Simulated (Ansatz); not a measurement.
Consider the following.

Nb$_{2}$AlB$_{2}$:
```xyz
5
Lattice="1.5753 -5.8362 0.0000 1.5753 5.8362 0.0000 0.0000 0.0000 3.3180" Properties=species:S:1:pos:R:3 pbc="T T T"
Al     0.0000     0.0000     0.0000
Nb     1.5753     1.6609     1.6590
Nb     1.5753    -1.6609     1.6590
B      1.5753     3.3736     0.0000
B      1.5753    -3.3736     0.0000
```

This is the PBE-relaxed structure.

### Question
All from DFT-PBE in the program Ansatz with PAW potentials, unless another level is named. Estimate the electronic character.

### Answer
metallic (no gap).

### Question
Give the density of states at the Fermi level.

### Answer
0.83 states/eV per atom (mean over ±0.08 eV).

### Question
Predict the formation energy from the elements (no fitted shifts).

### Answer
-0.55 eV/atom.

Space group Cmmm. The start of the workflow was typed in or built on a structure type; neither database checked (COD, Materials Project) lists it. Its standing as an ambient phase is unchecked. Symmetry was held in the PBE relaxation; its stability against distortions is not shown here. The run is not spin-polarised. The references are the lowest solids computed at this level, not always the standard phases. Spin–orbit coupling is left out wherever it is not named.

Potentials: the later of the program's two PAW sets.
